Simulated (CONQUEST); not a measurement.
CONQUEST run on TePb2S (P4/mmm, 4 atoms in the cell; from Materials Project mp-1217286, changed as shown): self-consistent single point.

Level of theory: LDA (PW92), numerical atomic orbitals double-zeta with polarisation (the shipped basis), PseudoDojo norm-conserving potentials made for LDA (CONQUEST).

The change in words: lattice scaled by 0.98. Reference geometry (P4/mmm):
```
TePb2S
1.0
    4.37247     0.00000     0.00000
    0.00000     4.37247     0.00000
    0.00000     0.00000     6.20605
Te Pb S
1 2 1
Direct
  0.50000   0.50000   0.00000
  0.00000   0.00000   0.00000
  0.50000   0.50000   0.50000
  0.00000   0.00000   0.50000
```

Reference input (self-consistent single point, DFT, LDA (PW92), numerical atomic orbitals double-zeta with polarisation (the shipped basis), PseudoDojo norm-conserving potentials made for LDA): basis = DZP; Diag.MPMeshX, Y, Z = 8 8 6; potentials = PseudoDojo norm-conserving LDA; Grid.GridCutoff = 140 Ha; DM.SolutionMethod = diagon; Diag.kT = 0.001837 Ha; Diag.GammaCentred = true; minE.SCTolerance = 1.0e-07; SC.MaxIters = 100; SC.LinearMixingFactor = 0.3; AtomMove.TypeOfRun = static. This run's input differs from it in these lines:

```diff
@@ -31,5 +31,5 @@
 # file: coords.dat
-     4.372472000      0.000000000      0.000000000
-     0.000000000      4.372472000      0.000000000
-     0.000000000      0.000000000      6.206051000
+     4.285023000      0.000000000      0.000000000
+     0.000000000      4.285023000      0.000000000
+     0.000000000      0.000000000      6.081930000
 4
```

Log, with long lists cut:

```
    new_SC_potl: Starting.  Tolerance:  0.10000E-06

    PulayMixSC: Starting Pulay mixing, A_up =  0.300 A_dn =  0.300
    PulayMixSC: Spin non-polarised calculation.
          Harris-Foulkes Energy            :      -256.248728813322373 Ha
          GroundState Energy (E-(1/2)TS)   :      -256.248738630169612 Ha
          Free Energy (E-TS)               :      -256.248748447016851 Ha
          DFT Total Energy                 :      -256.183308097739655 Ha
          Total number of electrons        :        50.000000000002466
    PulayMixSC: Pulay iteration     1 residual:              0.15442E-02
   [... lines left out ...]
          Total number of electrons        :        50.000067971920380
    PulayMixSC: Pulay iteration     9 residual:              0.12462E-06
          Harris-Foulkes Energy            :      -256.223118618142166 Ha
          GroundState Energy (E-(1/2)TS)   :      -256.223127560428622 Ha
          Free Energy (E-TS)               :      -256.223136502715079 Ha
          DFT Total Energy                 :      -256.223118618115564 Ha
          Total number of electrons        :        50.000068666094293
    PulayMixSC: Pulay iteration    10 residual:              0.50873E-07
    PulayMixSC: Reached SCF tolerance of  0.50873E-07 after     10 iterations
      | Number of electrons      =        50.000069
      |* band energy as 2Tr[K.H] =       -38.129776072246052 Ha
      |  screened ion-ion energy =      -192.735441456336503 Ha
      |  Ha correction           =         0.760237705912719 Ha
      |  XC correction           =       -26.118138668365695 Ha
      | GS Energy as E-(1/2)TS   =      -256.223127560428622 Ha
      | Free Energy as E-TS      =      -256.223136502715079 Ha
      |* Harris-Foulkes energy   =      -256.223118618142166 Ha
      |* DFT total energy        =      -256.223118618115564 Ha
      |  estimated accuracy      =        -0.000000000026603 Ha

    force: Forces on atoms (Ha/A )
    force:  Atom   X              Y              Z
    force:     1  -0.0000000000   0.0000000000   0.0000000000
   [... zero for the other atoms too ...]

    force: Maximum force :        0.00000000(Ha/A ) on atom         2 in z direction
    force: Force Residual:        0.00000000 Ha/A
    force: Total stress:         -3.01788735    -3.01788735    -2.52226334 GPa
    force: Average pressure:      2.85267934 GPa

    force: Finished force
    get_E_and_F: Change in energy during last step of electronic optimisation:  0.18736E-06
```

The run converged in 10 iterations. CONQUEST prints the stress tensor with tension positive. Against the reference run the free energy goes up by 10.0 meV/atom and the pressure goes from -0.72 to 2.85 GPa.

Spin-orbit coupling is left out, which matters for bands and gaps with elements this heavy. The program uses no crystal symmetry, so grid and mesh can part values that symmetry would make equal. The atom-centred basis is finite, which shifts total energies, pressures and gaps against plane waves. The structure comes from a collection of computed structures, made at another level of theory; the collection holds predicted forms beside known ones. Its lattice was then scaled.

Cost on one core: roughly 3 core-minutes.
